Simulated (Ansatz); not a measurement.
Ti$_{2}$GeB$_{2}$:
```cif
data_B2GeTi2
_chemical_formula_sum 'Ti2 Ge1 B2'
_space_group_name_H-M_alt 'P-6m2'
_space_group_IT_number 187
_space_group_name_Hall 'P -6 2'
_cell_length_a 3.02987
_cell_length_b 3.02987
_cell_length_c 7.30575
_cell_angle_alpha 90.000
_cell_angle_beta 90.000
_cell_angle_gamma 120.000
loop_
_atom_site_label
_atom_site_type_symbol
_atom_site_symmetry_multiplicity
_atom_site_Wyckoff_symbol
_atom_site_fract_x
_atom_site_fract_y
_atom_site_fract_z
_atom_site_occupancy
Ti1 Ti 2 h 0.33333 0.66667 0.28640 1
Ge1 Ge 1 a 0.00000 0.00000 0.00000 1
B1 B 1 b 0.00000 0.00000 0.50000 1
B2 B 1 f 0.66667 0.33333 0.50000 1
```

Relaxed at zero pressure with r²SCAN (plane waves, PAW; program Ansatz).

**Question.** The volume is raised by 6 % and shape and atoms relax at that volume. What pressure results, and how do the axes share the change?

**Answer.** -9.4 GPa; a 1.9 %, b 1.9 %, c 2.1 %; the energy rises by 21 meV/atom.

**Question.** Give the new structure.

**Answer.** 
Space group P-6m2 (No. 187); a = b = 3.0866 Å, c = 7.4621 Å, α = β = 90.00°, γ = 120.00°

```csv
atom,site,symmetry,x,y,z
Ti,2h,3m.,0.3333,0.6667,0.2889
Ge,1a,-6m2,0.0000,0.0000,0.0000
B,1b,-6m2,0.0000,0.0000,0.5000
B,1f,-6m2,0.6667,0.3333,0.5000
```

The phase is kept; no other phase was compared at this pressure.

The start of the workflow was typed in or built on a structure type; neither database checked (COD, Materials Project) lists it. Its standing as an ambient phase is unchecked. The r²SCAN relaxation kept the symmetry of its start; its stability against distortions is not shown here. No spin polarisation was allowed.

Potentials: the earlier of the program's two PAW sets. The files were generated under PBE; for other functionals the program regenerates the frozen cores, and for LDA and PBEsol the local potential too.
